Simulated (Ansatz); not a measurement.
An elastic tensor (GPa, Voigt order, standard axes) from r²SCAN (plane waves, PAW; program Ansatz):

```
      1     2     3      4      5      6
-  ----  ----  ----  -----  -----  -----
1   332  84.1  84.1    0.0    0.0    0.0
2  84.1   332  84.1    0.0    0.0    0.0
3  84.1  84.1   332    0.0    0.0    0.0
4   0.0   0.0   0.0  -94.0    0.0    0.0
5   0.0   0.0   0.0    0.0  -94.0    0.0
6   0.0   0.0   0.0    0.0    0.0  -94.0
```

Which compound is it?
A. CsH, rock salt
B. TiC, rock salt
C. AlIr, rock salt
D. RbBr, rock salt

C, AlIr, rock salt

Space group Fm-3m (rock salt). The start of the workflow was typed in or built on a structure type; neither database checked (COD, Materials Project) lists it. Whether it is the stable phase at ambient conditions was not checked. Symmetry was held in the r²SCAN relaxation. At this level the phase is mechanically unstable. No spin polarisation was allowed. As this level gives no gap, shear constants depend on the k-mesh and smearing (Fermi–Dirac, 0.1 eV here). Scalar-relativistic: spin–orbit coupling is off unless named, which matters more the heavier the elements.

Potentials: the later of the program's two PAW sets.
